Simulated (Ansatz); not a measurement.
The start is a generated trial cell of NaF in the rocksalt structure type. The cell and all atomic positions are relaxed at zero pressure with PBEsol (plane waves to 420 eV, PAW, scalar-relativistic; Ansatz, a quantum-chemistry and plane-wave program). First-step values are on the input's coarse k-mesh.

Ansatz input (later rounds restart from its end on a renewed k-mesh):
Ansatz 0.2 input:
```yaml
crystal:
  lattice:
    - [0, 2.350883, 2.350883]
    - [2.350883, 0, 2.350883]
    - [2.350883, 2.350883, 0]
  atoms:
    - { symbol: F, position: [0, 0, 0] }
    - { symbol: Na, position: [0.5, 0.5, 0.5] }
basis: { ecutwfc: 420, ecutrho_ratio: 4, xc_grid: 2, fft_grid_basis: typed }
kpoints: { mp_grid: { grid: [8, 8, 8] } }
hamiltonian:
  xc: pbesol
  dispersion: none
  pseudopotentials: { kind: paw }
scf: { occupations: { method: fermi_dirac, width: 0.05 } }
relax: { f_tol: 0.01, max_steps: 100, cell: { stress_tol: 0.02 } }
output: { forces: true, stress: true }
```

Q: How large is the pressure on the unrelaxed cell, and of which sign?

A: -2.0 GPa (negative: the cell is under tension).

Q: How do the shortest distances between atoms change?

A: The closest pairs of elements (up to four, under 3.6 Å), start → end: F–Na 2.35 → 2.31 Å; F–F 3.32 → 3.27 Å; Na–Na 3.32 → 3.27 Å.

Q: Is the relaxed structure metallic? Give its gap.

A: 6.20 eV, direct at Γ (no spin-orbit coupling).

The space group stays Fm-3m (No. 225) (the run could not lower it); the end is rock salt type, with 2 atoms in the primitive cell. Final values are on a 12×12×12 k-mesh of the relaxed cell. No spin polarisation in the result.

The run could not lose the symmetry of its start; a randomly shaken copy of 2 atoms returns to this structure.

All atoms sit on sites fixed by symmetry, so only the cell could relax.
